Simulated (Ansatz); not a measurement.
Al$_{2}$Au:
```
Al2Au
1.0
    0.00000     3.03047     3.03047
    3.03047     0.00000     3.03047
    3.03047     3.03047     0.00000
Au Al
1 2
Direct
  0.00000   0.00000   0.00000
  0.25000   0.25000   0.25000
  0.75000   0.75000   0.75000
```

Relaxed with PBE.

### Question
List the phonon frequencies at the special points (DFPT on a 3×3×3 q-mesh, Fourier-interpolated; plane-wave PAW PBE (Ansatz code)).

### Answer
In cm⁻¹; no LO–TO term at Γ, as the run had none.

```
q                         frequencies
-  ----------------------------------
Γ       0 0 0 219 219 219 249 249 249
X   85 85 118 197 205 205 288 288 293
U   78 98 107 199 214 228 279 284 300
K   78 98 107 199 214 228 279 284 300
L   58 58 115 239 239 254 254 259 272
W  87 100 100 196 208 256 256 289 304
```

Space group Fm-3m (fluorite or antifluorite type). The cell was relaxed with PBE under the symmetry of its start; phonons on a q-mesh show no instability. As this level gives no gap, phonon frequencies hold no LO–TO term and depend on the k-mesh and smearing (Fermi–Dirac, 0.1 eV here). Spin–orbit coupling is left out wherever it is not named.

Potentials: the later of the program's two PAW sets.
